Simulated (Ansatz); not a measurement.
# SiO₂: do energies and stresses tell the same story?

Theory: Ansatz, DFT LDA, scalar-relativistic, plane waves, PAW.

Settings: cutoff 420 eV, Γ-centred mesh 4×4×4 on the computed 24-atom cell, Gaussian smearing of 0.02 eV; no spin polarisation.

Relaxed cell: P2_13, a = 7.050 Å, b = 7.050 Å, c = 7.050 Å, α = 90.00°, β = 90.00°, γ = 90.00°, 24 atoms in the primitive cell. This form isn't the usual stable structure of the compound.

Energies at zero smearing and pressures from the stress tensor, at volumes with shape and atoms relaxed:
```json
{"V (Å³/atom)": "12.850", "E − E(first) (meV/atom)": "0.00", "P (GPa)": "2.158"}
{"V (Å³/atom)": "13.288", "E − E(first) (meV/atom)": "-4.96", "P (GPa)": "1.382"}
{"V (Å³/atom)": "13.726", "E − E(first) (meV/atom)": "-8.00", "P (GPa)": "0.813"}
{"V (Å³/atom)": "14.164", "E − E(first) (meV/atom)": "-9.55", "P (GPa)": "0.362"}
{"V (Å³/atom)": "14.602", "E − E(first) (meV/atom)": "-10.02", "P (GPa)": "-0.036"}
{"V (Å³/atom)": "15.040", "E − E(first) (meV/atom)": "-9.50", "P (GPa)": "-0.372"}
{"V (Å³/atom)": "15.478", "E − E(first) (meV/atom)": "-7.96", "P (GPa)": "-0.776"}
{"V (Å³/atom)": "16.062", "E − E(first) (meV/atom)": "-4.79", "P (GPa)": "-1.101"}
```

Task: Check P = −dE/dV between neighbouring volumes, and get the bulk modulus from the pressures alone.

Result: With 1 eV/Å³ = 160.2 GPa:
| middle V (Å³/atom) | −ΔE/ΔV (GPa) | mean P (GPa) |
| --- | --- | --- |
| 13.069 | 1.816 | 1.770 |
| 13.507 | 1.109 | 1.097 |
| 13.945 | 0.569 | 0.588 |
| 14.383 | 0.173 | 0.163 |
| 14.821 | -0.192 | -0.204 |
| 15.259 | -0.565 | -0.574 |
| 15.770 | -0.868 | -0.938 |

The two differ by 0.071 GPa at most. The mean of two end pressures misses the average over a step by about ΔV² P″/12, up to 0.026 GPa here; with that taken off 0.080 GPa remains, from the finite cutoff, the mesh or the relaxation's tolerance. Around V = 14.602 Å³/atom, the two neighbours give B = −V ΔP/ΔV = 14.602 × 0.735 / 0.876 = 12.2 GPa, against B0 = 12.8 GPa from the Birch–Murnaghan fit of the energies.

Cost: 9 runs of about 19 core-minutes in all, on Oxide Virtual Turin-like Processor (Zen 5) (shared hosts).